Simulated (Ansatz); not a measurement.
Data sheet: C (DFT)

C:
```xyz
6
Lattice="-1.3228 2.7612 2.3225 1.3228 -2.7612 2.3225 1.3228 2.7612 -2.3225" Properties=species:S:1:pos:R:3 pbc="T T T"
C      0.4684     0.9396     2.3225
C      0.8544     1.8216     0.0000
C     -0.8544     1.8216     2.3225
C      2.1772     0.9396     0.0000
C      0.0000     0.0000     1.1612
C      0.0000     0.0000     3.4837
```

Space group Ibam (No. 72); conventional cell a = 2.6456 Å, b = 5.5223 Å, c = 4.6449 Å, α = β = γ = 90.00°.

Method: PBEsol in the plane-wave PAW code Ansatz. Geometry: relaxed at this level of theory. Other levels are named where they apply.

### Cell and energy

```
Item                  Value
---------------  ----------
Volume per atom     5.66 Å³
Density          3.53 g/cm³
```

### Electronic structure

```
Quantity                                                                                                                                            Value
-----------------------  --------------------------------------------------------------------------------------------------------------------------------
Band gap                                                                                                            2.71 eV (smallest direct gap 2.72 eV)
Valence-band maximum                                                                at X (k = 0.500, 0.500, 0.500 in fractions of the reciprocal vectors)
Conduction-band minimum  on the Γ–X line, 88 % of the way from Γ (k = 0.438, -0.440, 0.440 in fractions of the reciprocal vectors) (2 equivalent valleys)
Electron effective mass                                                                                              0.53, 1.5, 4.0 mₑ (principal values)
Hole effective mass                                                                                                 0.46, 0.52, 1.0 mₑ (principal values)
```

### Mechanics

```
Item                                                                                                                                          Value
--------------------------------------------  -----------------------------------------------------------------------------------------------------
Bulk modulus (Birch–Murnaghan fit)                                                                                                        3890 kbar
Pressure derivative B′                                                                                                                          3.8
Elastic constants (relaxed ions, GPa)         C11 = 908, C22 = 1030, C33 = 1310, C12 = 114, C13 = 11.3, C23 = 30.2, C44 = 493, C55 = 330, C66 = 422
Mechanical stability                                                                                         stable (all eigenvalues of C positive)
Hill bulk and shear moduli                                                                                                          393 and 446 GPa
Young's modulus                                                                                                                             971 GPa
Poisson's ratio                                                                                                                                0.09
Debye temperature from the elastic constants                                                                                                 2050 K
```

### Dielectric response

```
Item                                                               Result
----------------------------------------  -------------------------------
Electronic dielectric constant ε∞ (DFPT)  6.76 (xx), 8.31 (yy), 8.18 (zz)
```

The start of the workflow was typed in or built on a structure type; neither database checked (COD, Materials Project) lists it. It is not the phase usual at ambient conditions (space group No. 194, 227). The cell was relaxed with PBEsol under the symmetry of its start; whether a distortion lowers the energy is not shown. The volume moved by 18 % from the start of the relaxation.

Potentials: the earlier of the program's two PAW sets. The files were generated under PBE; for other functionals the program regenerates the frozen cores, and for LDA and PBEsol the local potential too.
